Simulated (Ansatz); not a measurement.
# RbTi under compression and expansion

```
CELL_PARAMETERS angstrom
4.00638 0.00000 0.00000
0.00000 4.00638 0.00000
0.00000 0.00000 4.00638
ATOMIC_POSITIONS crystal
Rb 0.00000 0.00000 0.00000
Ti 0.50000 0.50000 0.50000
```

The cell was built from the CsCl type and relaxed in the same program, and has space group Pm-3m; it needn't be a known or the stable phase.

Spin polarisation is left out, and whether a magnetic state lies lower isn't shown here.

Levels of theory: DFT, PBEsol, all-electron LAPW, scalar-relativistic (Ansatz 0.2.0); DFT, PBEsol, PAW with Ansatz's default frozen-core files, scalar-relativistic (Ansatz 0.2.0).

For LAPW: a Γ-centred 10×10×10 k mesh, Fermi–Dirac smearing of 0.03 eV, basis error target 0.5 meV/atom, no spin polarisation. PAW takes a cutoff of 420 eV at this cell (files made with PBE, cores remade for this functional). The Ansatz runs share mesh, smearing and spin set-up. Plane-wave (PAW) pressures include the program's estimate of the Pulay term.

The cell above is scaled evenly, with fractional coordinates and shape held.

```
V/V(cell)  V (Å³/atom)  P, LAPW (GPa)  P, PAW (GPa)  free energy over the lowest listed, PAW (meV/atom)
   0.9600       30.867           0.74          0.74                                                 3.0
   0.9800       31.510           0.37          0.37                                                 0.8
   1.0000       32.153           0.04          0.04                                                 0.0
   1.0200       32.796          -0.27         -0.27                                                 0.5
   1.0400       33.439          -0.54         -0.54                                                 2.1
```

What do Birch–Murnaghan fits to the pressures give?

LAPW: V0 = 32.23 Å³/atom, B0 = 16 GPa, B0′ = 3.8; PAW: V0 = 32.23 Å³/atom, B0 = 16 GPa, B0′ = 3.8.

PAW's V0 lies 0.00 % from the all-electron value and its B0 0.0 %. Symmetry fixes shape and coordinates here, so this is the relaxed modulus.
